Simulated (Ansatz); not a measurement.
A geometry of Mo away from equilibrium: step 2 of the relaxation of a relaxed Mo cell, doubled along one cell vector, shaken by Gaussian noise of σ = 0.08 Å a coordinate. Computed with r2SCAN (plane waves to 500 eV, PAW, scalar-relativistic; Ansatz, an electronic-structure program). Γ-centred k-mesh 8×4×13 on the run's cell (coarser than for final values), Fermi–Dirac smearing 0.05 eV.

```xyz
6
Lattice="4.6930 0.0145 0.0076 -4.6678 7.9843 -0.0496 0.0042 -0.0132 2.5572" Properties=species:S:1:pos:R:3:forces:R:3 pbc="T T T" free_energy=-29803.489 pressure_GPa=-0.2
Mo    -0.0191     0.0019    -0.2338    0.2585   -0.1501    0.1027
Mo    -2.3539     4.0647    -0.1950   -0.0264   -0.5977   -0.2000
Mo    -0.0268     2.6537     1.3326    0.1978    0.0364    1.2099
Mo    -2.3123     6.6567     1.4569   -0.2752    0.1857    1.3563
Mo     2.3517     1.3326     1.1747   -0.2662    0.1360   -1.2930
Mo     0.0103     5.3027     1.2109    0.1115    0.3896   -1.1759
```

Positions in Å, forces in eV/Å, free energy of the cell in eV (comparable only within this code, potentials and settings). Largest force: 1.40 eV/Å, on Mo4 (atoms numbered as listed); the geometry lies 0.38 eV/atom above the end of its relaxation.

No spin polarisation in the result.

Of the parent cell (P6/mmm (No. 191)): it is a generated cell of Mo: the first start was made by placing the elements on the sites of a structure type, and the end was not matched to a known phase here, so it may be hypothetical. Known forms of Mo include space group No. 229.
